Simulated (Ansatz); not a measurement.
The cell of Si4N is invented: random cell by space group and Wyckoff sites (R3m, No. 160). Lengths were set from tabulated atomic sizes, so they are only a guess.

```cif
data_structure
_symmetry_space_group_name_H-M 'P 1'
_symmetry_Int_Tables_number 1
_cell_length_a 4.3815
_cell_length_b 4.3815
_cell_length_c 4.3815
_cell_angle_alpha 74.308
_cell_angle_beta 74.308
_cell_angle_gamma 74.308
_cell_volume 76.17
loop_
_atom_site_label
_atom_site_type_symbol
_atom_site_fract_x
_atom_site_fract_y
_atom_site_fract_z
_atom_site_occupancy
Si1 Si 0.66713 0.09703 0.66713 1
Si2 Si 0.66713 0.66713 0.09703 1
Si3 Si 0.09703 0.66713 0.66713 1
Si4 Si 0.38295 0.38295 0.38295 1
N1 N 0.08826 0.08826 0.08826 1
```

Level of theory: DFT PBE, scalar-relativistic, plane waves, PAW in Ansatz. Cutoff 420 eV, Gaussian smearing, Γ-centred meshes. Cell and atoms relax first on a coarse mesh and then on a finer one. In between, the cell is made exact in the group found at 0.06 Å. In metals the finer mesh still leaves noise of several meV/atom or more. The steps can't lower the symmetry of their start. No spin polarisation in the relaxation; trial moments died out in a coarse test.

A guess keeps its type if space group and coordination stay and the shape of the cell changes little (axis ratios within about 15 %, angles within 6°); the volume may change.

**Question.** Will the relaxed cell still be of the starting type?

**Answer.** It doesn't keep its type. The symmetry stays R3m (No. 160). The volume per atom shrinks by 8.7 %, from 15.2 to 13.9 Å³. The shortest distance goes from 1.95 Å (Si–Si) to 1.78 Å (Si–N). The ratio c/a of the conventional cell changes by a factor of 0.45. Counting neighbours within 15 % of an atom's shortest distance, the start has N 13, Si 1/3 and the end N 4, Si 1. In detail, at the end Si on a site of symmetry m is surrounded by 1 N at 1.88 Å and 1 Si at 2.39 Å; around Si on a site of symmetry 3m lie 1 N at 1.78 Å and 3 Si at 2.39 Å; around N lie 4 Si at 1.78–1.88 Å.

```cif
data_structure
_symmetry_space_group_name_H-M 'R3m:H'
_symmetry_Int_Tables_number 160
_cell_length_a 6.7065
_cell_length_b 6.7065
_cell_length_c 5.3563
_cell_angle_alpha 90.000
_cell_angle_beta 90.000
_cell_angle_gamma 120.000
_cell_volume 208.63
loop_
_atom_site_label
_atom_site_type_symbol
_atom_site_symmetry_multiplicity
_atom_site_Wyckoff_symbol
_atom_site_fract_x
_atom_site_fract_y
_atom_site_fract_z
_atom_site_occupancy
Si1 Si 9 b 0.18279 0.81721 0.52932 1
Si2 Si 3 a 0.00000 0.00000 0.32318 1
N1 N 3 a 0.00000 0.00000 0.99135 1
```

Formation energies are uncorrected and refer to the elements' standard structures at the same level (N₂ as a molecule).

**Question.** At what energy does it end?

**Answer.** +0.19 eV/atom. It can't be a ground state, since the elements alone are lower.

The last run used a 12×12×12 mesh for its 5-atom cell and Gaussian smearing of 0.10 eV. Symmetry constrained the relaxation, so the result can be a saddle point. Another cell of Si4N relaxed alike, in P1, lies 101 meV/atom lower, so this cell isn't the stable form at this level.

In counts of neighbours, a slash parts the counts of unlike sites.
